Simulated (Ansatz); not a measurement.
Zn$_{3}$GaNO$_{3}$:
```yaml
crystal:
  lattice:
    - [3.25343, 0.00000, 0.00000]
    - [-1.62672, 2.81755, 0.00000]
    - [0.00000, 0.00000, 10.36913]
  atoms:
    - { symbol: Ga, position: [0.33333, 0.66667, 0.01271] }
    - { symbol: N, position: [0.33333, 0.66667, 0.18875] }
    - { symbol: Zn, position: [0.66667, 0.33333, 0.24585] }
    - { symbol: O, position: [0.66667, 0.33333, 0.44452] }
    - { symbol: Zn, position: [0.33333, 0.66667, 0.49177] }
    - { symbol: O, position: [0.33333, 0.66667, 0.69114] }
    - { symbol: Zn, position: [0.66667, 0.33333, 0.73657] }
    - { symbol: O, position: [0.66667, 0.33333, 0.93839] }
```

Relaxed with PBEsol. Special points in fractions of this cell's reciprocal vectors: Γ (0.000, 0.000, 0.000); M (0.500, 0.000, 0.000); K (0.333, 0.333, 0.000); A (0.000, 0.000, 0.500); L (0.500, 0.000, 0.500); H (0.333, 0.333, 0.500).

Q: List the band energies nearest the Fermi level at these points for PBEsol (plane waves, PAW; program Ansatz).

A: In eV from the Fermi level; about four levels below and three above (degenerate sets whole), none deeper than 8.9 eV; points with the same levels are listed once.

| k | below | above |
|---|---|---|
| Γ | -1.83 -1.62 -1.62 -1.32 | 0.16 0.16 1.16 |
| M | -2.96 -2.87 -2.49 -1.24 | 2.00 3.44 4.02 |
| K | -3.35 -2.94 -2.56 -2.55 | 3.81 3.84 5.09 |
| A | -2.20 -2.20 -1.62 -1.62 -0.40 | 0.16 0.16 0.51 |
| L | -2.94 -2.82 -2.41 -1.25 | 1.95 3.32 4.19 |
| H | -3.20 -2.98 -2.72 -2.70 | 3.81 3.82 5.18 |

Space group P3m1. The start of the workflow was typed in or built on a structure type; neither database checked (COD, Materials Project) lists it. Whether it is the stable phase at ambient conditions was not checked. The PBEsol relaxation kept the symmetry of its start; its stability against distortions is not shown here. Spin–orbit coupling is left out wherever it is not named.

Potentials: the earlier of the program's two PAW sets. The files were generated under PBE; for other functionals the program regenerates the frozen cores, and for LDA and PBEsol the local potential too.
